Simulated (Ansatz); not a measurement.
The start is a randomly generated symmetric cell of Ag (space group No. 65). The structure is fully relaxed (lattice and positions, P = 0) with r2SCAN (plane waves to 500 eV, PAW, scalar-relativistic; Ansatz, a program for electronic structure). First-step values are on the input's coarse k-mesh.

Ansatz input (later rounds restart from its end on a renewed k-mesh):
Ansatz 0.2 input:
```yaml
crystal:
  lattice:
    - [1.1793232, -1.9328896, 0]
    - [1.1793232, 1.9328896, 0]
    - [0, 0, 4.082444]
  atoms:
    - { symbol: Ag, position: [0.5, 0.5, 0.5] }
basis: { ecutwfc: 500, ecutrho_ratio: 4, xc_grid: 4, fft_grid_basis: typed }
kpoints: { mp_grid: { grid: [16, 16, 8] } }
hamiltonian:
  xc: r2scan
  dispersion: none
  pseudopotentials: { azcp: { folder: ./paw }, kind: paw }
scf: { occupations: { method: fermi_dirac, width: 0.05 } }
relax: { f_tol: 0.01, max_steps: 100, cell: { stress_tol: 0.02 } }
output: { forces: true, stress: true }
```

```json
{
  "outcome": "The space group goes from Cmmm (No. 65) to P6/mmm (No. 191); the end is AFLOW prototype A_hP1_191_a (A_f, as in Sn), with 1 atom in the primitive cell",
  "energy_released": "2.58 eV/atom",
  "volume_change": "+0.8 %, from 18.61 to 18.76 Å³/atom",
  "Shortest distances (start → end)": "The closest pairs of elements (up to four, under 3.6 Å), start → end: Ag–Ag 2.26 → 2.74 Å",
  "band_gap_at_the_end": "zero (metallic)",
  "optimiser_moves": "17"
}
```

Relaxed structure:

Space group P6/mmm (No. 191); a = b = 2.814 Å, c = 2.736 Å, α = β = 90.00°, γ = 120.00°

```csv
atom,site,symmetry,x,y,z
Ag,1b,6/mmm,0.0000,0.0000,0.5000
```

Final values are on a 19×19×17 k-mesh of the relaxed cell. No spin polarisation in the result.

The run could not lose the symmetry of its start: the end is stationary, and may be a saddle point rather than a minimum.

The relaxed structure here is a generated cell of Ag: the first start was made by a random draw of sites in a space group, and the end was not matched to a known phase here, so it may be hypothetical. Known forms of Ag include space group No. 225.
